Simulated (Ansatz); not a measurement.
Computed with Ansatz, DFT PBE, scalar-relativistic, plane waves, PAW. Settings: cutoff 420 eV, Γ-centred meshes spaced at most about 0.3 Å⁻¹, and about 0.25 Å⁻¹ or finer for metals (2π included), Gaussian smearing. No spin polarisation in the final relaxations.

Temperature and zero-point effects are left out. All come from trial cells, and lower structures may exist.

**Question.** Which of these relaxed structures of Hf4Te is the lowest in energy?
A.

```xyz
10
Lattice="0.0000 5.2020 5.2020 5.2020 0.0000 5.2020 5.2020 5.2020 0.0000" Properties=species:S:1:pos:R:3 pbc="T T T"
Hf    4.1551    4.1551    4.1551
Hf    6.2490    6.2490    4.1551
Hf    6.2490    4.1551    6.2490
Hf    6.7561    6.7561    8.8500
Hf    8.8500    8.8500    8.8500
Hf    4.1551    6.2490    6.2490
Hf    6.7561    8.8500    6.7561
Hf    8.8500    6.7561    6.7561
Te    0.0000    0.0000    0.0000
Te    2.6010    2.6010    2.6010
```

B.

```xyz
5
Lattice="4.8020 0.0000 0.0000 -2.4010 4.1587 0.0000 0.0000 0.0000 8.4918" Properties=species:S:1:pos:R:3 pbc="T T T"
Hf    0.0000    2.7724    4.2459
Hf    2.4010    1.3862    4.2459
Hf    0.0000    0.0000    5.7664
Hf    0.0000    0.0000    2.7254
Te    0.0000    0.0000    0.0000
```

C.

```xyz
5
Lattice="-3.2295 3.2295 3.2295 3.2295 -3.2295 3.2295 3.2295 3.2295 -3.2295" Properties=species:S:1:pos:R:3 pbc="T T T"
Hf    1.6147    1.6147   -1.6147
Hf    1.6147   -1.6147    1.6147
Hf   -1.6147    1.6147    1.6147
Hf    1.6147    1.6147    1.6147
Te    0.0000    0.0000    0.0000
```

D.

```xyz
5
Lattice="-2.7230 2.7230 4.2340 2.7230 -2.7230 4.2340 2.7230 2.7230 -4.2340" Properties=species:S:1:pos:R:3 pbc="T T T"
Hf    0.0000    0.0000    2.7377
Hf    0.0000    0.0000    5.7303
Hf    0.0000    2.7230    0.0000
Hf    2.7230    0.0000    0.0000
Te    0.0000    0.0000    0.0000
```

**Answer.** D. It has space group I4/mmm (No. 139); the next, B, with space group P6/mmm (No. 191), lies 264 meV/atom higher. Counting Hf atoms around Te (those within 1.25 times the shortest such distance or 1.15 times the sum of covalent radii, 1.27 where that leaves under three), the lowest has Te 6 and the next has Te 2. Even the lowest lies +0.22 eV/atom against the elements.

These runs have no spin–orbit coupling, which can matter for Hf and Te. Cells relaxed within their symmetry can be saddle points. Some candidate types were left out of the draw beforehand, so a known form may be missing.
